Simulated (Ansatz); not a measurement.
Ir (fcc (Cu type), Fm-3m) at seven volumes, DFT-PBE+D3(BJ) in the program Ansatz with PAW potentials, scaled uniformly. One row is withheld.

```csv
V (Å³/atom),P (GPa)
12.887,44.70
13.312,27.05
13.737,12.31
14.161,0.00
14.586,?
15.011,-18.79
15.436,-25.86
```

**Question.** Fit the shown pressures and predict the withheld one.

**Answer.** P = (3/2)B₀(x^(7/2) − x^(5/2))[1 + (3/4)(B′ − 4)(x − 1)] with x = (V₀/V)^(2/3). Least squares on the six rows gives V₀ = 14.162 Å³/atom, B₀ = 373 GPa, B′ = 5.05. At V = 14.586, x = 0.9805 and P = -10.21 GPa. The run itself gave -10.26 GPa.

The PBE+D3(BJ) relaxation kept the symmetry of its start. No spin polarisation was allowed. The pairwise dispersion correction was not fitted to metals. Spin–orbit coupling is left out wherever it is not named.

Potentials: the later of the program's two PAW sets.
